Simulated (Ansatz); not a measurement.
Consider the following.

Relaxed InP (zinc blende):

```xyz
4
Lattice="0.0000 5.9598 5.9598 2.9799 2.9799 5.9598 2.9799 2.9799 0.0000" Properties=species:S:1:pos:R:3 pbc="T T T"
P      4.4698    10.4296    10.4296
P      4.4698     7.4497     7.4497
In     0.0000     0.0000     0.0000
In     2.9799     5.9598     8.9397
```

The atoms are displaced by Q × the pattern below (from a DFPT mode at X = (0.5, 0.5, 0.0), largest move 1; Q in Å), at fixed cell. It is one choice among 2 degenerate patterns. (q is in reciprocal vectors of the primitive cell; the cell shown is doubled to hold the pattern.)

```tsv
atom	x	y	z
P1	0.000	-1.000	0.000
P2	0.000	1.000	0.000
In3	0.196	0.000	0.000
In4	-0.196	0.000	0.000
```

Computed with PBE (plane waves to 420 eV, PAW, scalar-relativistic; Ansatz, an electronic-structure program). k mesh 10×10×10 (Γ-centred), Fermi-Dirac smearing 0.05 eV. E stands for the smeared free energy. InP was relaxed with its symmetry unable to fall. The PAW data are Ansatz's earlier set. The zero of ΔE is the undisplaced structure.

The scan covers Q from -0.280 to 0.280 Å in 13 points.

### Question
Is this a single well or a double well?

### Answer
A single well with its minimum at or next to zero displacement.

### Question
Which space group does the distorted structure have?

### Answer
C222_1 (No. 20), lowered from F-43m.

### Question
What is the energy change at Q = 0.280 Å?

### Answer
913 meV/cell.

### Question
What harmonic wavenumber does the curvature at Q = 0 give?

### Answer
299 cm⁻¹.

(For displaced atoms, the force is minus the slope of the energy, and its curvature is a force constant, which sets phonon frequencies.)
